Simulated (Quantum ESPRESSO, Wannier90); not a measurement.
## Wannierisation of Ge₂Mo (I4/mmm)

```
Ge2Mo
1.0
    0.00000    -3.32019     0.00000
    3.32019     0.00000     0.00000
   -1.66010     1.66010     4.09319
Ge Mo
2 1
Direct
  0.66167   0.66167   0.32334
  0.33833   0.33833   0.67666
  0.00000   0.00000   0.00000
```

Structure: Materials Project mp-10201, symmetrised, not relaxed again. Not found in the COD (Crystallography Open Database) copy used, which has the formula in other groups; not checked further. Computed values, not measurements, from LDA: Quantum ESPRESSO (norm-conserving PseudoDojo potentials, cutoff 64 Ry, no spin polarisation, no spin-orbit coupling) on a Γ-centred 10×10×10 mesh, then Wannier90. Density: 10×10×10 mesh, cold smearing 0.01 Ry. Spin-orbit coupling, left out, would split the p-like bands by a few tenths of an eV.

Valence charges of the files: Ge 14, Mo 14. 41 bands were computed.

Isolated groups of bands, relative to the Fermi level (bands from 15 on overlap up to the last one computed):

```json
[
 {"bands": "1", "from (eV)": "-60.70", "to (eV)": "-60.68", "filling": "filled", "weight on atomic waves": "Mo 4s 94 %, Ge 4p 4 %"},
 {"bands": "2–4", "from (eV)": "-34.99", "to (eV)": "-34.81", "filling": "filled", "weight on atomic waves": "Mo 4p 98 %"},
 {"bands": "5–14", "from (eV)": "-24.87", "to (eV)": "-24.65", "filling": "filled", "weight on atomic waves": "Ge 3d 100 %"}
]
```

Wanted is a model with the orbitals Ge s p, Mo s p d, without the filled groups that are mainly made of other shells (semicore states, and anion s where it isn't named); all higher bands stay in for disentanglement.

Problem. Give num_wann, exclude_bands and num_bands, and the number of electrons that the model holds.

Solution. Electrons: 2×14 + 1×14 = 42, or 21.0 bands' worth; no gap over 0.05 eV opens at the Fermi level at this level of theory.
num_wann = 2×4 + 1×9 = 17.
exclude_bands = 1-14, 14 bands, so num_bands = 41 − 14 = 27.
The model holds 42 − 2×14 = 14 electrons. With the window frozen to 1.50 eV it follows pw.x to 1.1 meV rms (states up to 1.0 eV relative to the Fermi level).
